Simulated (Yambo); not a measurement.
Convergence of the G0W0 gap of SnO

G0W0@PBEsol for SnO (space group P4/nmm, No. 129) in Yambo. Reference settings: 4×4×4 Γ-centred k mesh, 138 bands and a 8 Ry block in the screening, 138 bands in G with the Bruneval-Gonze terminator, plasmon pole fitted at 27.2 eV. The PBEsol gap Γ → M on this mesh is 0.13 eV; G0W0 gaps are taken between the same points.

```csv
change from the reference,G0W0 gap Γ → M (eV),shift of the valence edge (eV),rough Yambo cost
reference settings,0.49,-0.40,1
55 bands in G,0.48,-0.36,–
wavefunctions cut at 25 Ry,0.51,-0.42,about 1/3
no point-group symmetry,0.49,-0.40,within a factor of two
"55 bands in G, no terminator",0.18,0.25,–
no terminator,0.38,-0.22,–
```

The reference isn't shown to be the converged limit. Costs are rough (shared machines), scaled to the same edge states, and given only for runs that recompute the screening.

Spin-orbit splittings are left out.

The standard potential for Sn keeps a d shell in the valence without the s and p states of that shell. In tests on such compounds this moved G0W0 gaps by up to about 0.9 eV, so absolute quasiparticle energies here are unreliable; differences between settings are what counts.

Geometry of the Materials Project entry, not relaxed at this level; primitive cell a = b = 3.8137 Å, c = 4.8869 Å, α = β = γ = 90.00°.

A shift is the quasiparticle energy of the state minus its PBEsol energy.

The distance between layers or molecules is the database entry's, not relaxed here. Functionals without dispersion can leave it too large, which widens gaps and weakens the response across layers: the numbers belong to this cell.
